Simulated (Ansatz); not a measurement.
Relaxed PbS (rock salt):

```xyz
4
Lattice="0.0000 5.9745 5.9745 2.9872 0.0000 2.9872 2.9872 2.9872 0.0000" Properties=species:S:1:pos:R:3 pbc="T T T"
S      0.0000     0.0000     0.0000
S      2.9872     5.9745     2.9872
Pb     2.9872     2.9872     2.9872
Pb     2.9872     5.9745     5.9745
```

A phonon eigenvector at L = (0.5, 0.0, 0.0) is frozen into this cell: atom i moves by Q times the vector below, so Q is the largest atomic displacement, in Å. The cell is held. (q is in reciprocal vectors of the primitive cell; the cell shown is doubled to hold the pattern.)

```json
[
 {"atom": "Pb3", "x": "-0.577", "y": "0.577", "z": "0.577"},
 {"atom": "Pb4", "x": "0.577", "y": "-0.577", "z": "-0.577"}
]
```

Atoms not listed stay in place.

Method: r2SCAN (plane waves to 500 eV, PAW, scalar-relativistic; Ansatz, a program for electronic structure). k mesh 5×10×10 (Γ-centred), Fermi-Dirac smearing 0.05 eV. PbS was relaxed with its symmetry unable to fall. Spin-orbit coupling is left out, though Pb is heavy.

At one point of the scan the forces (eV/Å) are:

```
atom      Fx      Fy      Fz
----  ------  ------  ------
S1     0.000   0.000   0.000
S2     0.000   0.000   0.000
Pb3    0.301  -0.301  -0.301
Pb4   -0.301   0.301   0.301
```

**Question.** Which point is it?
A. Q = 0.120 Å
B. Q = 0.180 Å
C. Q = 0.060 Å
D. Q = 0.030 Å

**Answer.** C, Q = 0.060 Å

(For displaced atoms, the force is minus the slope of the energy, and its curvature is a force constant, which sets phonon frequencies.)
